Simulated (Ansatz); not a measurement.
# Formation energy of LiRh

```yaml
crystal:
  lattice:
    - [2.60246, 0.00000, 0.00000]
    - [-1.30123, 2.25380, 0.00000]
    - [0.00000, 0.00000, 4.25788]
  atoms:
    - { symbol: Li, position: [0.00000, 0.00000, 0.50000] }
    - { symbol: Rh, position: [0.66667, 0.33333, 0.00000] }
```

The cell comes from a relaxation on PAW files under the same functional, begun from a database entry that needn't be the ground state.

Level of theory: DFT with LDA, scalar-relativistic, in Ansatz 0.2.0; a Γ-centred 18×18×10 k mesh, Fermi–Dirac smearing of 0.05 eV, spin-polarised from start moments Rh2 1 μB. LAPW: all electrons, basis error target 0.5 meV/atom; PAW: frozen-core files, cutoff 420 eV.

The elements are taken as Li bcc, Rh fcc, each relaxed on PAW files under the same functional and computed by the same method as the compound; zero-point and thermal terms are left out.

The start moments died away, and the runs ended non-magnetic. The PAW files were made under PBE.

Q: Give the formation energy by each method, with the residual pressure at this cell and the LAPW gap.

A: 

```tsv
method	ΔE(formation) (eV/atom)	P at this cell (GPa)	gap (eV)
LAPW	-0.172	0.02	0.00
PAW	-0.173	-0.03	–
```

Q: Give the LAPW value for one formula unit in kJ/mol.

A: -0.172 eV/atom × 2 atoms × 96.485 kJ/(mol·eV) = -33.2 kJ/mol, at zero temperature and without zero-point motion.
